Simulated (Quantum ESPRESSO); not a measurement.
## AgAlGa2Hf2Pt2 in 6 site orders

Calculated results; nothing here was measured. They come from Quantum ESPRESSO 7.5, a public plane-wave density functional program. Each row is one single-point run on a made-up periodic cell of eight metal atoms, with elements, volume, strain and displacements drawn at random and not relaxed, so a cell may be unstable or far from any real phase. There is no spin polarisation or spin-orbit coupling.

Settings: PBE unless stated; PseudoDojo standard norm-conserving files; Fermi-Dirac width 0.25 eV, which means electrons at about 2900 K; cutoff 1143 eV; 5 x 5 x 5 k mesh shifted half a step off Gamma. E is the free energy of the whole cell (internal energy minus TS), so a -TS column is already part of it. Stress is positive in tension, and the pressure P is minus a third of its trace.

Checks: one run of this series was repeated at a higher cutoff and on a denser mesh, which moved values by no more than 0.006 eV, 0.04 GPa and 0.008 eV/Å, and a second program with other atomic files agreed on it to 2 % rms in force and 0.5 GPa in pressure. Known limits: heavy elements are run without spin-orbit coupling, which real alloys of them have; a spin test at this wide smearing found no moment, but such smearing suppresses magnetism that the real alloy may have.

The lattice is hexagonal close-packed, and the cell vectors in Å are (0.036, 0.030, 4.969); (6.064, -0.027, 0.045); (-3.055, 5.319, 0.010), a volume of 159.83 Å³. The runs put one composition on the same eight displaced sites in different orders. E is counted from run 1, and the rms force is over all 24 components. Nothing is relaxed, so E mixes bonding between neighbours with strain on unrelaxed sites, and it is not an ordering energy.

```
run,elements on sites 1 to 8,E (eV),-TS (eV),rms force (eV/Å),largest force (eV/Å),P (GPa)
1,Ga Ga Pt Hf Pt Hf Ag Al,0.000,-0.976,0.363,0.76,-13.85
2,Al Ga Ag Hf Pt Pt Ga Hf,1.204,-1.238,0.225,0.82,-10.99
3,Pt Ga Ga Al Ag Hf Hf Pt,1.000,-1.061,0.288,0.82,-11.77
4,Pt Hf Al Pt Hf Ga Ag Ga,0.787,-1.187,0.409,1.40,?
5,Ga Hf Pt Ag Hf Al Pt Ga,1.189,-1.210,0.357,1.04,-10.83
6,Pt Hf Ga Pt Ag Ga Hf Al,1.327,-1.262,0.357,1.20,-11.28
```

## Worked fit

A straight line through the runs shown gives P = -13.83 + 2.21 E GPa with E in eV, an error of 0.31 on the slope and a scatter of 0.34 GPa. At this fixed volume the orders of higher energy tend to have the higher pressure.

## Withheld value

Question: what pressure should run 4 give?

The fit gives -12.09 ± 0.37 GPa. The calculation gave -11.43 GPa.
